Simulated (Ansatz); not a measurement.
Si2W:
Space group P6₂22 (No. 180); a = b = 4.5766 Å, c = 6.6037 Å, α = β = 90.00°, γ = 120.00°

```
atom  site  symmetry       x       y       z
----  ----  --------  ------  ------  ------
Si      6j       ..2  0.3276  0.1638  0.1667
W       3d       222  0.5000  0.0000  0.5000
```

Relaxed at zero pressure with DFT-PBEsol in the program Ansatz with PAW potentials.

Task: The volume is raised by 3 % and shape and atoms relax at that volume. What pressure results, and how do the axes share the change?

Result: -6.5 GPa; a 1.1 %, b 1.1 %, c 0.9 %; the energy rises by 8 meV/atom.

Task: Give the new structure.

Result: 
Space group P6₂22 (No. 180); a = 4.6247 Å, b = 4.6247 Å, c = 6.6610 Å, α = 90.00°, β = 90.00°, γ = 120.00°

```tsv
atom	site	symmetry	x	y	z
Si	6j	..2	0.3279	0.1639	0.1667
W	3d	222	0.5000	0.0000	0.5000
```

The phase is kept; no other phase was compared at this pressure.

Space group P6_222. The workflow started from a Materials Project entry (that database holds measured and hypothetical structures alike); the Crystallography Open Database copy checked does not list it. It is not the phase usual at ambient conditions (space group No. 139). Symmetry was held in the PBEsol relaxation; of distortions, only those at the zone centre were tested. No spin polarisation was allowed. Spin–orbit coupling is left out wherever it is not named.

Potentials: the earlier of the program's two PAW sets.
